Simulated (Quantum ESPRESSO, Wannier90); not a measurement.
**Se (R-3): Wannier90 run**

```xyz
6
Lattice="0.0000 0.0000 4.8395 -5.6553 -3.2651 -1.6132 5.6553 -3.2651 -1.6132" Properties=species:S:1:pos:R:3 pbc="T T T"
Se     0.6969    -1.9931    -0.5359
Se    -0.6969     1.9931     0.5359
Se     1.3776     1.6001    -0.5359
Se    -1.3776    -1.6001     0.5359
Se    -2.0745     0.3930    -0.5359
Se     2.0745    -0.3930     0.5359
```

Materials Project entry mp-147; symmetrised, unrelaxed at this level. COD (Crystallography Open Database) has the formula in 4 space groups, this one among them (matched by group alone). Computed values, not measurements, from PBEsol: Quantum ESPRESSO (norm-conserving PseudoDojo potentials, cutoff 69 Ry, no spin polarisation, no spin-orbit coupling) on a Γ-centred 4×4×4 mesh, then Wannier90. Density: 8×8×8 mesh, cold smearing 0.01 Ry. The cell is built of weakly bound layers, chains or molecules, whose nearest atoms lie 3.42 Å apart. Database cells relaxed without dispersion often hold them too far apart, which can enlarge gaps and weakens couplings between them; spacing and stacking were not compared with the measured crystal. Spin-orbit coupling, left out, would split the p-like bands by a few tenths of an eV.

Bands 49-54 form an isolated set from 1.48 to 4.15 eV relative to the valence-band maximum (on the path) and are turned into 6 Wannier functions by minimising the spread from the start: SCDM (isolated).

Centres (Cartesian, Å; one of the equivalent choices) and spreads:

| n | x | y | z | spread (Å²) | nearest atom |
|---|---|---|---|---|---|
| 1 | -1.532 | -0.675 | 0.074 | 5.784 | Se4 |
| 2 | 0.181 | 1.665 | 0.074 | 5.784 | Se2 |
| 3 | 1.351 | -0.989 | 0.074 | 5.784 | Se6 |
| 4 | -0.181 | -1.665 | -0.074 | 5.784 | Se1 |
| 5 | -1.351 | 0.989 | -0.074 | 5.784 | Se5 |
| 6 | 1.532 | 0.675 | -0.074 | 5.784 | Se3 |

Ω_I = 34.41 Å², Ω_total = 34.70 Å²; the interpolated bands follow pw.x to 10 meV rms on the path. Only this start was tried; a symmetric start can stop on a saddle, and mixtures of these functions could lower the total by at most Ω_total − Ω_I.
